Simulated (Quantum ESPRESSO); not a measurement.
# Strain and stress in TaW3S2Se5Cl

These are calculations, not measurements. They come from pw.x of Quantum ESPRESSO 7.5, a plane-wave density functional program, with PseudoDojo standard norm-conserving files (v0.5 for PBE, v0.4.1 for LDA and PBEsol). The cells are made up: elements, strain and atom displacements were drawn at random, and nothing was relaxed. There is no spin polarisation, spin-orbit coupling or dispersion term.

The cell has 12 sites of a 2H layered lattice (rectangular cell). Sites 1 to 4 hold Ta W W W; sites 5 to 12 hold S S Se Se Se Se Cl Se. Cell vectors in Å: (3.301, -0.024, 0.022); (-0.042, 5.632, 0.098); (0.089, 0.226, 13.105). Settings: PBE, cutoff 1170 eV, 7 x 4 x 2 k mesh shifted by half a step, Fermi-Dirac smearing of 0.025 eV.

Each run adds a strain along z to one cell, with the atoms carried along; the vectors above are those of run 4. Stress is positive in tension and P is minus a third of its trace. E is the free energy for each atom above the lowest run shown. The last column is band 78 less band 77 at Gamma, from a band step after each run.

| run | strain (%) | s_xx (GPa) | s_yy (GPa) | s_zz (GPa) | s_xy (GPa) | P (GPa) | E (meV/atom) | level step at Gamma (eV) |
| --- | --- | --- | --- | --- | --- | --- | --- | --- |
| 1 | -2.37 | -5.48 | -6.90 | -12.10 | -2.02 | 8.16 | 33.37 | 1.221 |
| 2 | -1.93 | -4.96 | -6.40 | -10.85 | -1.99 | 7.40 | 26.94 | 1.244 |
| 3 | -0.86 | -3.74 | -5.26 | -7.90 | -1.91 | 5.63 | 14.18 | 1.300 |
| 4 | -0.37 | -3.21 | -4.76 | -6.59 | -1.87 | 4.85 | 9.65 | 1.325 |
| 6 | 0.96 | -1.86 | -3.50 | -3.20 | -1.78 | 2.85 | 1.38 | 1.390 |
| 7 | 1.36 | -1.48 | -3.14 | -2.22 | -1.76 | 2.28 | 0.00 | 1.409 |
| 5 | 0.64 | ? | ? | ? | ? | ? | ? | ? |

A rerun of one of these cells at 1467 eV and k mesh 9 x 6 x 4 moved values by no more than 0.004 eV in the cell's energy, 0.03 GPa in stress and 0.004 eV/Å in force.

## Worked fit

A parabola through the six runs shown gives s_zz = -5.63 + 2.59 e - 0.061 e² GPa, with e in per cent and a scatter of 0.01 GPa. The slope is a stiffness of 259 ± 1 GPa for each unit of this strain at e = 0. The atoms are clamped, and relaxing them would in general lower it. The error is the larger of the fit's own and the change that a cubic makes, rounded up.

## Withheld run

Question: what s_zz should run 5 give?

The fit gives -4.00 GPa. The calculation gave -4.00 GPa.

| run | strain (%) | s_xx (GPa) | s_yy (GPa) | s_zz (GPa) | s_xy (GPa) | P (GPa) | E (meV/atom) | level step at Gamma (eV) |
| --- | --- | --- | --- | --- | --- | --- | --- | --- |
| 5 | 0.64 | -2.17 | -3.79 | -4.00 | -1.80 | 3.32 | 2.86 | 1.375 |